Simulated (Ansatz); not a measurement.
The structure comes from a relaxation in the same program, started in the CdI2 type, and has space group P-3m1. Whether it is a known phase or the ground state wasn't checked.

Input and log of a run on HgH2: DFT, PBE, all-electron LAPW, scalar-relativistic (Ansatz 0.2.0).

```yaml
crystal:
  lattice:
    - [3.2694185364, 0.0, 0.0]
    - [-1.6347092682, 2.8313995081, 0.0]
    - [0.0, 0.0, 5.2973278875]
  atoms:
    - { symbol: Hg, position: [0.0, 0.0, 0.0] }
    - { symbol: H, position: [0.3333333333, 0.6666666667, 0.1773985823] }
    - { symbol: H, position: [0.6666666667, 0.3333333333, 0.8226014177] }
kpoints:
  mp_grid: { grid: [15, 15, 8] }
  band_path:
    path:
      - [0.0, 0.0, 0.0]
      - [0.5, 0.0, 0.0]
      - [0.3333333333, 0.3333333333, 0.0]
      - [0.0, 0.0, 0.0]
      - [0.0, 0.0, 0.5]
      - [0.5, 0.0, 0.5]
      - [0.3333333333, 0.3333333333, 0.5]
      - [0.0, 0.0, 0.5]
      - [0.5, 0.0, 0.5]
    npoints: 8
scf:
  occupations: { method: fermi_dirac, width: 0.05 }
hamiltonian:
  xc: pbe
  pseudopotentials: { kind: all_electron, lapw: { basis_error: 0.001 } }
output:
  forces: true
  stress: true
  eigenvalues: true
  populations: true
  dos: { projected: true, de: 0.2, e_range: [-14, 8] }
```

Output:

```
Hg: projections on atomic orbitals take those of the free atom 1s2 2s2 2p6 3s2 3p6 3d10 4s2 4p6 4d10 4f14 5s2 5p6 5d10 6s2, of charge +0.00 (hamiltonian.pseudopotentials.projection_atoms)
H: projections on atomic orbitals take those of the free atom 1s1, of charge +0.00 (hamiltonian.pseudopotentials.projection_atoms)
LAPW: plane waves up to 8.314 Å⁻¹, error target 1.0e-3 eV per atom; small_component_spin mean_spin; H in spheres of 0.701 Å, 1 of its electrons in bands, Dirac shells []; Hg in spheres of 1.407 Å, 44 of its electrons in bands, Dirac shells []
Engine: ansatz 0.2.0
Pseudopotentials: kind: all_electron
Pseudopotential: Hg, LAPW, valence charge 44, Koelling and Harmon's equation, gaussian nucleus
Pseudopotential: H, LAPW, valence charge 1, Koelling and Harmon's equation, gaussian nucleus
Functional definition: PBE
  parameter kappa = 0.804
  parameter beta = 0.06672455060314922
  exchange = pbe_x(kappa = kappa, mu = beta*pi^2/3)
  correlation = pbe_c(beta = beta)
Crystal: 3 atoms, lattice volume = 49.038 Å³
Basis set: ecut = 263.3525507604953 eV, 465 PW (Γ), exchange–correlation at level 2
Bands: 28, of which v1, the nominal top of the filled ones, is band 23 counted from 1 (22 counted from 0)
Symmetry: 12 space group operations
Space group: P-3m1 (ITA 164), of the structure as read, at distance tolerance 3.7e-5 Å
k-points: 192 of 1800
Non-local potential: Hg, projectors of the file, none
Non-local potential: H, projectors of the file, none
Initial density: superposition of atomic densities (chi_scale 0.1, normalization cell, long waves kept (reshape's long-wave potential 0.03 eV rms))
Initial wavefunctions: plane waves of lowest kinetic energy (no species holds an atomic orbital)
Functional: x = pbe(κ = 0.804, μ = 0.2195149727645171), c = pbe(β = 0.06672455060314922)
iter 1 solved again at ethr=2.00e-3 eV; its pass at ethr=1.00e-1 eV (dr2=9.18e-1 eV) is discarded
SCF iter   1: F=—  HF=-533860.022372 eV  |F-HF|=—  |Δ(HF+E_count)|=         —  Δρ=3.88e-2  dr2=9.20e-1  ethr=2.00e-3  ⟨swp⟩=2.0  Hψ=33149  notcnv=0
preconditioner: auto → Resta (q_TF=auto, 2.699 Å⁻¹)  ε∞=3.7  [insulator: Δε(μ)=0.326 eV  Ē_g=12.085 eV  σ=0.050 eV  W_gap=0.72  n_scr=22 (ndim 8)  ℏωp=19.8 eV  f_vac=0.404  D(μ)=0.30/eV (n_scr^D=0)  ε∞_Penn≈3.7]
SCF iter   2: F=—  HF=-533859.577397 eV  |F-HF|=—  |Δ(HF+E_count)|=   4.45e-1  Δρ=1.52e-2  dr2=1.43e-1  ethr=2.00e-3  ⟨swp⟩=3.0  Hψ=15678  notcnv=0
SCF iter   3: F=—  HF=-533859.537605 eV  |F-HF|=—  |Δ(HF+E_count)|=   3.98e-2  Δρ=7.59e-3  dr2=3.86e-2  ethr=3.11e-4  ⟨swp⟩=2.7  Hψ=16260  notcnv=0
iter 4 solved again at ethr=6.93e-6 eV; its pass at ethr=8.39e-5 eV (dr2=3.19e-3 eV) is discarded
SCF iter   4: F=—  HF=-533859.528538 eV  |F-HF|=—  |Δ(HF+E_count)|=   9.07e-3  Δρ=2.33e-3  dr2=3.18e-3  ethr=6.93e-6  ⟨swp⟩=2.0  Hψ=27091  notcnv=0
SCF iter   5: F=—  HF=-533859.530603 eV  |F-HF|=—  |Δ(HF+E_count)|=   2.07e-3  Δρ=5.54e-4  dr2=1.53e-4  ethr=6.92e-6  ⟨swp⟩=2.8  Hψ=15357  notcnv=0
SCF iter   6: F=—  HF=-533859.530706 eV  |F-HF|=—  |Δ(HF+E_count)|=   1.03e-4  Δρ=1.68e-4  dr2=1.85e-5  ethr=3.33e-7  ⟨swp⟩=3.0  Hψ=15620  notcnv=0
SCF iter   7: F=—  HF=-533859.530726 eV  |F-HF|=—  |Δ(HF+E_count)|=   1.97e-5  Δρ=2.88e-5  dr2=7.33e-7  ethr=4.02e-8  ⟨swp⟩=3.0  Hψ=16050  notcnv=0
SCF iter   8: F=-533859.530727 eV  HF=-533859.530727 eV  |F-HF|=1.07e-7  |Δ(HF+E_count)|=   5.67e-7  Δρ=8.90e-6  dr2=7.38e-8  ethr=1.59e-9  ⟨swp⟩=3.0  Hψ=15688  notcnv=0
SCF 1 converged in 8 iterations: F = -533859.530727 eV  dr2 = 7.38e-8
NSCF: frozen V_eff on 65 k-points
SCF converged after 8 iterations
Free energy (F): -533859.530727 eV
Harris-Foulkes:  -533859.530727 eV  (|F-HF|=1.07e-7)
Internal energy: -533859.525880 eV  (E = F + TS)
E sigma→0 (E₀):  -533859.528303 eV
Entropy (-TS):   -0.004847 eV (-1.616 meV/atom)
Fermi energy:    6.637563 eV
--- Per-component energies (eV) ---
  E_band       = -5123.699256
  E_kinetic    = 610757.672746
  E_xc         = -10153.159500
  E_electrostatic = -1134464.039125  (all electrons and nuclei)
  E_smearing   = -0.004847  (= −TS)
  E_closure    = 0.000000  (closes the sum)
  E_atoms      = -533854.648904  (free atoms, spherical and without spin; not in F)
  Σ components = -533859.530727   (vs F -533859.530727, Δ=0.00e0)
  Basis errors (estimates in eV, not in F): energy 5.0e-4 per atom: plane waves 4.5e-4 (2.8e-4 summed), levels above the bands 1.7e-87, relativity 1.5e-8, radial functions 4.6e-5, core shells 1.4e-8; eigenvalues (radial functions only) 1.2e-4; not estimated: angular momenta, meshes, grids; target (lapw.basis_error) 1.0e-3; muffin-tin radii H 0.701 Å, Hg 1.407 Å
--- Forces (eV/Å), atoms counted from 1 ---
  atom   1  Hg     0.00000000    -0.00000000     0.00000000
  atom   2  H      0.00000000     0.00000000    -0.00216661
  atom   3  H      0.00000000    -0.00000000     0.00216661
  max |Σ_I F_I| component: 9.25e-18 eV/Å
--- Stress (GPa, compression-positive) ---
       -0.049146       0.000000       0.000000
        0.000000      -0.049146       0.000000
        0.000000       0.000000      -0.001772
  P = ⅓ Tr σ = -0.0334 GPa (-0.334 kbar)
--- Band table (eV; the first three rows and the last of 192) ---
  k-point 0: bands = ["-338.1472", "-338.1446", "-338.1446", "-338.1161", "-338.1161", "-107.8782", "-85.8440", "-85.8422", "-85.8422", "-85.8343", "-85.8343", "-85.8121", "-85.8121", "-56.3237", "-56.3237", "-56.3124", "-2.6034", "-0.1175", "-0.1175", "0.3705", "0.5997", "0.5997", "3.7435", "11.0701", "14.6876", "15.6385", "19.7872", "19.7872"]
  k-point 1: bands = ["-338.1472", "-338.1446", "-338.1446", "-338.1161", "-338.1161", "-107.8782", "-85.8440", "-85.8422", "-85.8422", "-85.8343", "-85.8343", "-85.8121", "-85.8121", "-56.3237", "-56.3237", "-56.3124", "-2.5958", "-0.1174", "-0.1174", "0.3871", "0.5995", "0.5995", "3.6559", "11.2375", "14.6535", "15.7470", "19.8157", "19.8157"]
  k-point 2: bands = ["-338.1472", "-338.1446", "-338.1446", "-338.1161", "-338.1161", "-107.8782", "-85.8440", "-85.8422", "-85.8422", "-85.8343", "-85.8343", "-85.8121", "-85.8121", "-56.3237", "-56.3237", "-56.3124", "-2.5772", "-0.1173", "-0.1173", "0.4302", "0.5989", "0.5989", "3.4499", "11.6475", "14.5582", "16.1000", "19.8867", "19.8867"]
  k-point 191: bands = ["-338.1472", "-338.1446", "-338.1446", "-338.1161", "-338.1161", "-107.8775", "-85.8440", "-85.8422", "-85.8422", "-85.8343", "-85.8343", "-85.8121", "-85.8121", "-56.3400", "-56.3400", "-56.3097", "-0.7742", "-0.7742", "0.1456", "0.1456", "0.5711", "5.4670", "5.4670", "5.8640", "11.8008", "12.4637", "12.4637", "20.0636"]
--- Löwdin populations: 3 sites ---
  site symbol       q [e]
     0     Hg     79.0105
     1      H      1.4158
     2      H      1.4158
  spilling = 0.001926 (of n_electrons = 82.000000)
```
